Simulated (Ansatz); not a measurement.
Method: PBEsol, scalar-relativistic; collinear spin; PAW, 420 eV, Γ-centred 8×8×8 mesh, 0.05 eV Gaussian smearing; code Ansatz; PAW files: Ansatz's generated set soft_2.

A crystal of composition XSe2, relaxed at this level of theory, gives this pattern between 10° and 80°.

Cu Kα1 powder pattern (kinematic, no thermal factors).
```csv
2θ (°),relative intensity
22.66,58
37.42,100
44.19,31
53.96,17
59.26,13
67.51,35
72.22,9
79.82,11
```

Task: Which lattice and cell does the pattern come from?

Result: Cubic, space group Fm-3m (No. 225), a = 6.791 Å, b = 6.791 Å, c = 6.791 Å, α = 90.00°, β = 90.00°, γ = 90.00°. The line positions fix the lattice at most, not the space group, and lines under 1 % of the strongest aren't listed; this is the group of the computed cell.

The calculation on XSe2, where X is one element, gave:

```
Band gap                                              : zero (metallic)
Density of states at the Fermi level                  : 1.1 states/(eV·atom)
Magnetic state                                        : ferromagnetic (the only order tried)
Site spin moments                                     : X 6.88; Se -0.09 μB
Spin moment of the cell                               : 6.74 μB
f electrons (orthogonalised atomic orbitals)          : X 7.16
Formation energy from the elements (0 K, uncorrected) : -1.36 eV/atom
Bulk modulus (Birch–Murnaghan)                        : 63 GPa
Pressure derivative B0′                               : 4.1
```

Sites: X on 4a, Se on 8c.

Task: Which element is X?
A. Eu
B. Gd
C. Tb
D. Dy

Result: B. X is Gd, so the compound is GdSe2.

This is a trial structure made by placing the elements on a prototype's sites, so it needn't be the stable form.

Without a U the 4f levels of Gd lie too near the Fermi level, so their share of the states there, and what hangs on it, is overstated. These numbers lack spin–orbit coupling. The run wasn't fully tested for a lower electronic state. Site moments are of spin, integrated over atomic spheres. A displaced or strained copy of the relaxed cell lay 0.6 meV/atom lower, so on this mesh the structure isn't a minimum; in a metal a finer mesh can change so small a difference. Only parallel moments were tried, so the real magnetic order may be another.
